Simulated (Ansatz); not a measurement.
Stress against strain in TlSn

```yaml
crystal:
  lattice:
    - [3.61473, 0.00000, 0.00000]
    - [0.00000, 3.61473, 0.00000]
    - [0.00000, 0.00000, 4.37500]
  atoms:
    - { symbol: Tl, position: [0.00000, 0.00000, 0.00000] }
    - { symbol: Sn, position: [0.50000, 0.50000, 0.50000] }
```

Atoms are numbered in the order listed.

The geometry is COD entry 1539744, unchecked; take it as a test cell.

No spin–orbit coupling, which matters for the heavy atoms here.

The calculation used Ansatz 0.2.0, DFT, LDA, all-electron LAPW, scalar-relativistic.

Settings: a Γ-centred 9×9×8 k mesh, Fermi–Dirac smearing of 0.08 eV, basis error target 0.25 meV/atom, no spin polarisation.

The strain is applied along the Cartesian axes of the cell as listed (the other components stay zero). Fractional coordinates are held (clamped ions).

σ is the change of stress from the unstrained cell, which is at -3.29 GPa; tension is positive, so slopes are stress–strain coefficients at that pressure. In a metal the k mesh adds noise.

Only quantities that a quadratic follows smoothly over the whole series are listed; rougher ones are left out.

```tsv
εzz	σzz (GPa)	σxx (GPa)
-0.0200	-0.83	-0.67
-0.0100	-0.39	-0.33
0.0000	0.00	0.00
0.0200	0.65	0.63
```

(1) Fit the series and read off the stiffness at zero strain.

(2) One run, at εzz = 0.0100, is withheld. Predict its row.

## Answers

(1) Least-squares fits y = p0 + p1 x + p2 x² to the rows give σzz (GPa): p1 = 37, p2 = -230; σxx (GPa): p1 = 32.5, p2 = -50. So C33 = 37 GPa and C13 = 32 GPa, for these axes.

(2) The fits give 0.35, 0.32; the run gave 0.34, 0.32.
